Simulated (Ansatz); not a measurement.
TiPt (CsCl type, Pm-3m) at seven volumes, PBEsol (plane waves, PAW; program Ansatz), scaled uniformly. One row is withheld.

| V (Å³/atom) | P (GPa) |
|---|---|
| 14.100 | 23.49 |
| 14.565 | 14.36 |
| 15.030 | 6.60 |
| 15.494 | 0.00 |
| 15.959 | -5.60 |
| 16.424 | -10.35 |
| 16.889 | ? |

Question: Fit the shown pressures and predict the withheld one.

Answer: P = (3/2)B₀(x^(7/2) − x^(5/2))[1 + (3/4)(B′ − 4)(x − 1)] with x = (V₀/V)^(2/3). Least squares on the six rows gives V₀ = 15.495 Å³/atom, B₀ = 202 GPa, B′ = 4.40. At V = 16.889, x = 0.9442 and P = -14.40 GPa. The run itself gave -14.37 GPa.

The workflow started from an entry of the Crystallography Open Database (COD). Whether it is the stable phase at ambient conditions was not checked. The PBEsol relaxation kept the symmetry of its start. At this level the phase is mechanically unstable. The run is not spin-polarised. Scalar-relativistic: spin–orbit coupling is off unless named, which matters more the heavier the elements.

Potentials: the later of the program's two PAW sets.
